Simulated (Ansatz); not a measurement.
Ir (fcc (Cu type), Fm-3m) at seven volumes, plane-wave PAW PBE (Ansatz code), scaled uniformly. One row is withheld.

| V (Å³/atom) | P (GPa) |
|---|---|
| 13.192 | 41.66 |
| 13.627 | 25.20 |
| 14.062 | ? |
| 14.497 | 0.00 |
| 14.932 | -9.54 |
| 15.367 | -17.46 |
| 15.801 | -24.03 |

Problem. Fit the shown pressures and predict the withheld one.

Solution. P = (3/2)B₀(x^(7/2) − x^(5/2))[1 + (3/4)(B′ − 4)(x − 1)] with x = (V₀/V)^(2/3). Least squares on the six rows gives V₀ = 14.497 Å³/atom, B₀ = 347 GPa, B′ = 5.09. At V = 14.062, x = 1.0205 and P = 11.42 GPa. The run itself gave 11.46 GPa.

The PBE relaxation kept the symmetry of its start. No spin polarisation was allowed. Scalar-relativistic: spin–orbit coupling is off unless named, which matters more the heavier the elements.

Potentials: the later of the program's two PAW sets.
